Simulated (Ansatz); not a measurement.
## Stress against strain in TiO₂

```
CELL_PARAMETERS angstrom
4.59400 0.00000 0.00000
0.00000 4.59400 0.00000
0.00000 0.00000 2.95900
ATOMIC_POSITIONS crystal
Ti 0.00000 0.00000 0.00000
Ti 0.50000 0.50000 0.50000
O 0.30600 0.30600 0.00000
O 0.19400 0.80600 0.50000
O 0.69400 0.69400 0.00000
O 0.80600 0.19400 0.50000
```

Atoms are numbered in the order listed.

Conventional cell: a = 4.594 Å, b = 4.594 Å, c = 2.959 Å, α = 90.00°, β = 90.00°, γ = 90.00°. Ti (atom 1) is surrounded by 6 O at 1.94 to 1.99 Å. Around O (atom 3) lie 3 Ti at 1.94 to 1.99 Å.

The cell comes from COD entry 9007432, which wasn't checked; take it as a given geometry.

Level of theory: DFT, LDA, all-electron LAPW, scalar-relativistic in Ansatz 0.2.0.

Numerical set-up: a Γ-centred 7×7×10 k mesh, Fermi–Dirac smearing of 0.05 eV, basis error target 0.5 meV/atom, no spin polarisation.

The strain is applied along the Cartesian axes of the cell as listed (the other components stay zero). Fractional coordinates are held (clamped ions).

σ is the change of stress from the unstrained cell, which is at -7.70 GPa; tension is positive, so slopes are stress–strain coefficients at that pressure.

Only quantities that a quadratic follows smoothly over the whole series are listed; rougher ones are left out.

| εzz | σzz (GPa) | σxx (GPa) |
| --- | --- | --- |
| -0.0300 | -16.70 | -5.36 |
| -0.0200 | -10.71 | -3.47 |
| -0.0100 | -5.15 | -1.69 |
| 0.0000 | 0.00 | 0.00 |
| 0.0100 | 4.76 | 1.60 |
| 0.0300 | 13.21 | 4.54 |

Fit the series and read off the stiffness at zero strain.

Least-squares fits y = p0 + p1 x + p2 x² to the rows give σzz (GPa): p1 = 498, p2 = -1900; σxx (GPa): p1 = 165, p2 = -460. So C33 = 498 GPa and C13 = 165 GPa, for these axes.

One run, at εzz = 0.0200, is withheld. Predict its row.

The fits give 9.19, 3.12; the run gave 9.16, 3.11.
